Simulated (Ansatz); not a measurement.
Stability checks on a candidate for Na4HF3

It was reached by relaxing an invented guess, and it needn't be the stable form of this composition.

These are results of DFT PBE, scalar-relativistic, plane waves, PAW in Ansatz, not measurements. Cutoff 420 eV, Γ-centred 6×6×6 mesh (8-atom cell), Gaussian smearing of 0.02 eV, no spin polarisation.

```cif
data_structure
_symmetry_space_group_name_H-M 'P 1'
_symmetry_Int_Tables_number 1
_cell_length_a 4.7275
_cell_length_b 4.7275
_cell_length_c 4.7275
_cell_angle_alpha 90.000
_cell_angle_beta 90.000
_cell_angle_gamma 90.000
_cell_volume 105.65
loop_
_atom_site_label
_atom_site_type_symbol
_atom_site_fract_x
_atom_site_fract_y
_atom_site_fract_z
_atom_site_occupancy
Na1 Na 0.00000 0.00000 0.00000 1
Na2 Na 0.50000 0.50000 0.00000 1
Na3 Na 0.50000 0.00000 0.50000 1
Na4 Na 0.00000 0.50000 0.50000 1
H1 H 0.50000 0.50000 0.50000 1
F1 F 0.00000 0.00000 0.50000 1
F2 F 0.00000 0.50000 0.00000 1
F3 F 0.50000 0.00000 0.00000 1
```

Energies over the elements count from the elements' standard structures at the same level (F₂, H₂ as molecules), with no fitted energy shifts.

Q: These tests were run: energy against the elements; phonons on a 2×2×2 q mesh. What do they show?

A:

```json
{"test": "energy against the elements", "result": "−2.080 eV/atom"}
{"test": "phonons on a 2×2×2 q mesh", "result": "no imaginary mode on the mesh"}
```

It fails none of these tests. Whether a mixture of other phases lies lower isn't tested here.

With hydrogen, zero-point motion can shift formation energies by some tens of meV/atom. The run for the phonons used a 6×6×6 k mesh.
